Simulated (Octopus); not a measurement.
LiF (Fm-3m, No. 225): conduction levels under hydrostatic strain

LiF (Fm-3m, No. 225), cubic lattice constant 4.083 Å. The cell is a database entry, not relaxed again.

All numbers are Octopus results at the level LDA (grid spacing about 0.15 Å, Γ-centred 8×8×8 k-mesh, Fermi-Dirac smearing of 0.01 eV, no spin polarisation; PseudoDojo 0.4 LDA potentials), not measurements. The cell is scaled uniformly. Energies of the lowest empty band count from each cell's highest valence level among the special points, at Γ; they are Kohn-Sham values at fixed points of the zone, Δ being held at 0.85 of Γ–X, not searched.

```csv
a (Å),ln(V/V₀),Γ (eV),Δ (eV),L (eV)
3.900,-0.1381,9.804,14.878,10.957
3.941,-0.1069,9.492,14.561,10.787
3.981,-0.0760,9.195,14.256,10.622
4.022,-0.0453,8.913,13.960,10.462
4.063,-0.0150,?,?,?
4.083,0.0000,8.515,13.535,10.230
4.124,0.0299,8.266,13.263,10.082
```

V₀ is the volume of the database cell.

### Question
Fit each column by a quadratic in ln V through the rows shown. Give the volume deformation potentials dE/d ln V at the withheld row, and predict that row.

### Answer
Fits: Γ: 8.515 −8.50 x +6.0 x²; Δ: 13.535 −9.21 x +3.7 x²; L: 10.230 −5.03 x +1.7 x², with x = ln(V/V₀). At x = -0.0150 the slopes are −8.7 eV (Γ), −9.3 eV (Δ), −5.1 eV (L). Predicted against computed: 8.644 against 8.645 eV, 13.674 against 13.675 eV, 10.306 against 10.306 eV.

The lowest of these levels is that at Γ in all rows.
